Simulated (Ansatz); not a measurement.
A calculation with the code Ansatz. Plane-wave DFT: natural occupations of the f shells on orthogonalised atomic orbitals at the end of the run, rising, by spin; atoms or cell relaxed as the task says.

```
cell
1.0
     7.7536    0.0000    0.0000
     0.0000   -7.7536    0.0000
     0.0000    0.0000   -7.7536
Al Gd Lu
17 4 4
Direct
  0.3841 0.8736 0.1206
  0.8749 0.3749 0.1251
  0.8749 0.8749 0.6251
  0.3749 0.3749 0.6251
  0.3749 0.1251 0.8749
  0.8749 0.6251 0.8749
  0.8749 0.1251 0.3749
  0.3749 0.6251 0.3749
  0.6251 0.8749 0.8749
  0.1251 0.3749 0.8749
  0.1251 0.8749 0.3749
  0.6251 0.3749 0.3749
  0.6251 0.1251 0.1251
  0.1251 0.6251 0.1251
  0.1251 0.1251 0.6251
  0.6251 0.6251 0.6251
  0.1902 0.8640 0.9578
  0.2500 0.2500 0.2500
  0.7500 0.7500 0.2500
  0.7500 0.2500 0.7500
  0.2599 0.7526 0.7578
  0.5000 0.5000 0.0000
  0.0025 0.9909 0.9978
  0.0000 0.5000 0.5000
  0.5000 0.0000 0.5000
```

Starting moments (μB): Gd number 1 7.88, Gd number 2 7.88, Gd number 3 7.88, Gd number 4 7.88; others 0.

| quantity | value |
| --- | --- |
| cell charge | 0 e |
| spin | collinear |
| scf start | atoms |
| lower state search | off |
| functional | PBEsol |
| wave cutoff | 420 eV |
| k mesh | 3, 3, 3 |
| k shift | 0, 0, 0 mesh steps |
| gaussian smearing | 0.05 eV |
| task | relax atoms |

How are the f shells occupied at the end?



```json
{"shell atom": "17", "shell element": "Gd", "shell spin": "up", "shell occupation 1 (e)": "1", "shell occupation 2 (e)": "1", "shell occupation 3 (e)": "1", "shell occupation 4 (e)": "1", "shell occupation 5 (e)": "1", "shell occupation 6 (e)": "1", "shell occupation 7 (e)": "1"}
{"shell atom": "17", "shell element": "Gd", "shell spin": "down", "shell occupation 1 (e)": "0.01", "shell occupation 2 (e)": "0.01", "shell occupation 3 (e)": "0.01", "shell occupation 4 (e)": "0.02", "shell occupation 5 (e)": "0.02", "shell occupation 6 (e)": "0.02", "shell occupation 7 (e)": "0.02"}
{"shell atom": "18", "shell element": "Gd", "shell spin": "up", "shell occupation 1 (e)": "1", "shell occupation 2 (e)": "1", "shell occupation 3 (e)": "1", "shell occupation 4 (e)": "1", "shell occupation 5 (e)": "1", "shell occupation 6 (e)": "1", "shell occupation 7 (e)": "1"}
{"shell atom": "18", "shell element": "Gd", "shell spin": "down", "shell occupation 1 (e)": "0.01", "shell occupation 2 (e)": "0.01", "shell occupation 3 (e)": "0.01", "shell occupation 4 (e)": "0.02", "shell occupation 5 (e)": "0.02", "shell occupation 6 (e)": "0.02", "shell occupation 7 (e)": "0.02"}
{"shell atom": "19", "shell element": "Gd", "shell spin": "up", "shell occupation 1 (e)": "1", "shell occupation 2 (e)": "1", "shell occupation 3 (e)": "1", "shell occupation 4 (e)": "1", "shell occupation 5 (e)": "1", "shell occupation 6 (e)": "1", "shell occupation 7 (e)": "1"}
{"shell atom": "19", "shell element": "Gd", "shell spin": "down", "shell occupation 1 (e)": "0.01", "shell occupation 2 (e)": "0.02", "shell occupation 3 (e)": "0.02", "shell occupation 4 (e)": "0.02", "shell occupation 5 (e)": "0.03", "shell occupation 6 (e)": "0.03", "shell occupation 7 (e)": "0.03"}
{"shell atom": "20", "shell element": "Gd", "shell spin": "up", "shell occupation 1 (e)": "1", "shell occupation 2 (e)": "1", "shell occupation 3 (e)": "1", "shell occupation 4 (e)": "1", "shell occupation 5 (e)": "1", "shell occupation 6 (e)": "1", "shell occupation 7 (e)": "1"}
{"shell atom": "20", "shell element": "Gd", "shell spin": "down", "shell occupation 1 (e)": "0.01", "shell occupation 2 (e)": "0.01", "shell occupation 3 (e)": "0.01", "shell occupation 4 (e)": "0.02", "shell occupation 5 (e)": "0.02", "shell occupation 6 (e)": "0.02", "shell occupation 7 (e)": "0.02"}
```

Caveats: Gd without a U keeps its half-filled shell, but its 4f levels lie too near the Fermi level; occupations loosely converged; open f or d shells may hold a state above the lowest; the supercell is small.
